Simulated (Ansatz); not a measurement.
Ir: distorted cells

The calculation used Ansatz, DFT PBEsol, scalar-relativistic, plane waves, PAW.

Cutoff 420 eV; k points 16×16×16 on the computed 1-atom cell (Γ-centred); Gaussian smearing, width 0.10 eV; no spin polarisation.

Reference cell:

```yaml
crystal:
  lattice:
    - [0.00000, 1.91970, 1.91970]
    - [1.91970, 0.00000, 1.91970]
    - [1.91970, 1.91970, 0.00000]
  atoms:
    - { symbol: Ir, position: [0.00000, 0.00000, 0.00000] }
```

Each variant moves atoms of this cell by the vectors given, if any (Å), and then applies a symmetric strain (tensor components, Cartesian axes). The reference cell isn't relaxed at this level. Energies are per atom at zero smearing, counted from the lowest variant. Pressure is positive in compression.

1. strain (xx yy zz yz xz xy, %) 1.45 2.95 2.95 0.00 0.00 0.00
2. strain (xx yy zz yz xz xy, %) 1.07 5.69 5.45 1.50 -0.17 0.34
3. strain (xx yy zz yz xz xy, %) 3.64 3.64 5.14 0.00 0.00 0.00
4. strain (xx yy zz yz xz xy, %) 4.38 -0.01 0.25 -1.22 -1.80 -3.00
5. strain (xx yy zz yz xz xy, %) 6.87 -2.13 6.87 -1.93 1.15 -1.93
6. strain (xx yy zz yz xz xy, %) 3.21 3.24 4.72 -0.06 -0.35 -0.40

```
variant  ΔE (meV/atom) P (GPa) largest force (eV/Å) gap on mesh (eV) space group
      1              ?        ?                     ?                 ?            ?
      2          157.1   -34.61                  0.00                 0          P-1
      3          146.2   -35.60                  0.00                 0       I4/mmm
      4              ?        ?                     ?                 ?            ?
      5          200.1   -31.26                  0.00                 0         C2/m
      6          106.1   -33.25                  0.00                 0          P-1
```

Task: Give the withheld rows.

Result:
```
variant  ΔE (meV/atom) P (GPa) largest force (eV/Å) gap on mesh (eV) space group
      1            0.0   -24.87                  0.00                 0       I4/mmm
      4           11.1   -14.97                  0.00                 0          P-1
```

Spin-orbit coupling is left out, which matters for the bands of heavy elements.